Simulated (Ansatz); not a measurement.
Given:

Sc₂InC:
```cif
data_C2In2Sc4
_chemical_formula_sum 'Sc4 In2 C2'
_space_group_name_H-M_alt 'P63/mmc'
_space_group_IT_number 194
_space_group_name_Hall '-P 6c 2c'
_cell_length_a 3.34535
_cell_length_b 3.34535
_cell_length_c 15.31761
_cell_angle_alpha 90.000
_cell_angle_beta 90.000
_cell_angle_gamma 120.000
loop_
_atom_site_label
_atom_site_type_symbol
_atom_site_symmetry_multiplicity
_atom_site_Wyckoff_symbol
_atom_site_fract_x
_atom_site_fract_y
_atom_site_fract_z
_atom_site_occupancy
Sc1 Sc 4 f 0.33333 0.66667 0.07989 1
In1 In 2 d 0.66667 0.33333 0.25000 1
C1 C 2 a 0.00000 0.00000 0.00000 1
```

This is the r²SCAN-relaxed structure.

Problem. All from the program Ansatz at the r²SCAN level (PAW), unless another level is named. Predict the electronic character.

Solution. metallic (no gap).

Problem. Give the density of states at the Fermi level.

Solution. 0.26 states/eV per atom (mean over ±0.08 eV).

Problem. And the formation energy from the elements (no fitted shifts)?

Solution. -0.70 eV/atom.

Problem. Predict the gap with spin–orbit coupling.

Solution. none (metallic).

Space group P6_3/mmc. The first step of the workflow began from a Materials Project structure, measured or hypothetical; the Crystallography Open Database copy checked does not list it. Whether it is the stable phase at ambient conditions was not checked. The r²SCAN relaxation kept the symmetry of its start; of distortions, only those at the zone centre were tested. The run is not spin-polarised. The references are the lowest solids computed at this level, not always the standard phases. Spin–orbit coupling is left out wherever it is not named.

Potentials: the later of the program's two PAW sets.
